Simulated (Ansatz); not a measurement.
**Si₃Se₂: zone-centre modes**

Theory: DFT PBE, scalar-relativistic, plane waves, PAW (Ansatz). Plane waves to 420 eV; Γ-centred k mesh 12×12×12; Gaussian smearing of 0.10 eV. No spin polarisation. Phonons by linear response, acoustic sum rule imposed.

The cell, relaxed at this level:
```yaml
crystal:
  lattice:
    - [-1.87272, 1.87272, 9.59278]
    - [1.87272, -1.87272, 9.59278]
    - [1.87272, 1.87272, -9.59278]
  atoms:
    - { symbol: Si, position: [0.42772, 0.92772, 0.50000] }
    - { symbol: Si, position: [0.07228, 0.57228, 0.50000] }
    - { symbol: Si, position: [0.00000, 0.00000, 0.00000] }
    - { symbol: Se, position: [0.35271, 0.35271, 0.00000] }
    - { symbol: Se, position: [0.64729, 0.64729, 0.00000] }
```

It was reached by relaxing an invented guess, and it needn't be the stable form of this composition. In a metal, frequencies depend on the k mesh and the smearing, soft modes most. A semilocal functional can close a gap that the real compound has. No dispersion correction is applied, so modes and constants that involve weak contacts between layers, chains or molecules come out too soft.

Question: Is this structure stable against zone-centre distortions?

Answer: Yes, at Γ: no optical mode is imaginary. Strains and other wave vectors aren't tested by this run.

Question: List the optical modes at Γ (i marks imaginary ones).

Answer:
```csv
frequency (cm⁻¹),degeneracy
60,2
110,2
132,1
302,1
308,2
457,1
497,2
514,1
```
